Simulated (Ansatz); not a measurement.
NbAg (rock salt, Fm-3m), PBEsol in the plane-wave PAW code Ansatz, all energies at zero smearing, with the estimated change up to a 700 eV cutoff added, with one set of potentials and settings (totals compare only within such a set). Cell of 2 atoms (1 Ag, 1 Nb): -12015.314 eV.

```
element                reference phase  E (eV/atom)
-------  -----------------------------  -----------
Ag       P6_3/mmc, 4 atoms in the cell   -7522.2452
Nb          Im-3m, 1 atoms in the cell   -4495.4542
```

Formation energy per atom, worked out: (-12015.314 − 1×(-7522.2452) − 1×(-4495.4542))/2 = 1.193 eV/atom (115 kJ per mol of atoms), at 0 K, without zero-point energy or fitted corrections.

The start of the workflow was typed in or built on a structure type; neither database checked (COD, Materials Project) lists it. Whether it is the stable phase at ambient conditions was not checked. The cell was relaxed with PBEsol under the symmetry of its start. At this level the phase is mechanically unstable. No spin polarisation was allowed. Its formation energy is positive at this level, so the cell may be metastable or incomplete. The references are the lowest solids computed at this level, not always the standard phases.

Potentials: the later of the program's two PAW sets.
